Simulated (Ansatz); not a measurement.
**Structure relaxation, TePb**

The start is a generated cell, TePb placed in the rocksalt structure type. The structure is fully relaxed (lattice and positions, P = 0) with r2SCAN (plane waves to 500 eV, PAW, scalar-relativistic; Ansatz, a first-principles code). First-step values are on the input's coarse k-mesh.

Ansatz input (later rounds restart from its end on a renewed k-mesh):
Ansatz 0.2 input:
```yaml
crystal:
  lattice:
    - [0, 3.317612, 3.317612]
    - [3.317612, 0, 3.317612]
    - [3.317612, 3.317612, 0]
  atoms:
    - { symbol: Te, position: [0, 0, 0] }
    - { symbol: Pb, position: [0.5, 0.5, 0.5] }
basis: { ecutwfc: 500, ecutrho_ratio: 4, xc_grid: 4, fft_grid_basis: typed }
kpoints: { mp_grid: { grid: [6, 6, 6] } }
hamiltonian:
  xc: r2scan
  dispersion: none
  pseudopotentials: { azcp: { folder: ./paw }, kind: paw }
scf: { occupations: { method: fermi_dirac, width: 0.05 } }
relax: { f_tol: 0.01, max_steps: 100, cell: { stress_tol: 0.02 } }
output: { forces: true, stress: true }
```

How does the volume change?

-4.5 %, from 36.52 to 34.89 Å³/atom.

How do the shortest distances between atoms change?

The closest pairs of elements (up to four, under 3.6 Å), start → end: Pb–Te 3.32 → 3.27 Å.

What band gap does the relaxed structure have at this level?

1.10 eV, direct at L (no spin-orbit coupling).

The space group stays Fm-3m (No. 225) (the run could not lower it); the end is rock salt type, with 2 atoms in the primitive cell. Final values are on a 9×9×9 k-mesh of the relaxed cell. No spin polarisation in the result. Without spin-orbit coupling the bands of the heavy element are not split, so the gap can be far off.

The run could not lose the symmetry of its start.

All atoms sit on sites fixed by symmetry, so only the cell could relax.
